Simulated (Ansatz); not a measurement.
Ca (fcc, Cu type)

```xyz
1
Lattice="0.0000 2.7633 2.7633 2.7633 0.0000 2.7633 2.7633 2.7633 0.0000" Properties=species:S:1:pos:R:3 pbc="T T T"
Ca     0.0000     0.0000     0.0000
```

The slice is a {100} plane (indices of the conventional cell) through the point (0.000, 0.000, 0.000) (fractional), spanned by u = [100] and v = [0 1 -1] in vectors of this cell: u (3.91 Å) and v (3.91 Å, at 90° to u). It covers one period; positions are fractions (u, v).

Method: PBE (plane waves to 420 eV, PAW, scalar-relativistic; Ansatz, a program for electronic structure). k mesh 15×15×15. Near the nuclei the fields are pseudised (PAW); where an atom keeps semicore shells as valence, they peak there. Ca was relaxed with its symmetry unable to fall.

Three fields on this plane, each scaled to ten steps between its own extremes (0 low, 9 high; the total valence density on a logarithmic scale, the potential cut 8 eV below its top; x marks points blanked near nuclei; v = 0 in the bottom row):

Map A
```
|xxxxxx035666530xxxxx|
|xxxxx00356765300xxxx|
|xxxxx02467776420xxxx|
|xxxx0135778775310xxx|
|xx00135678887653100x|
|00023567889887653200|
|23345678899988765433|
|55567788999998877655|
|66677889999999887766|
|66778899999999988776|
|66677889999999887766|
|55567788999998877655|
|23345678899988765433|
|00023567889887653200|
|xx00135678887653100x|
|xxxx0135778775310xxx|
|xxxxx02467776420xxxx|
|xxxxx00356765300xxxx|
|xxxxxx035666530xxxxx|
|xxxxxx025666520xxxxx|
```

Map B
```
|xxxxxx520000025xxxxx|
|xxxxx94100000149xxxx|
|xxxxx73100000137xxxx|
|xxxx8420000000248xxx|
|xx97421000000012479x|
|65432100000000012345|
|22110000000000000112|
|00000000000000000000|
|00000000000000000000|
|00000000000000000000|
|00000000000000000000|
|00000000000000000000|
|22110000000000000112|
|65432100000000012345|
|xx97421000000012479x|
|xxxx8420000000248xxx|
|xxxxx73100000137xxxx|
|xxxxx94100000149xxxx|
|xxxxxx520000025xxxxx|
|xxxxxx620000026xxxxx|
```

Map C
```
|xxxxxx001343100xxxxx|
|xxxxx30014541003xxxx|
|xxxxx10025652001xxxx|
|xxxx2001467641002xxx|
|xx31001368886310013x|
|00000125799975210000|
|00001357999997531000|
|01124679999999764211|
|33456899999999986543|
|44567899999999987654|
|33456899999999986543|
|01124679999999764211|
|00001357999997531000|
|00000125799975210000|
|xx31001368886310013x|
|xxxx2001467641002xxx|
|xxxxx10025652001xxxx|
|xxxxx30014541003xxxx|
|xxxxxx001343100xxxxx|
|xxxxxx000343000xxxxx|
```

Q: Assign the maps to these fields: electron localisation function (ELF); valence electron density; electrostatic potential energy of an electron, from the cell's mean.

A: A is the electrostatic potential energy of an electron, from the cell's mean; B is the valence electron density; C is the electron localisation function (ELF).
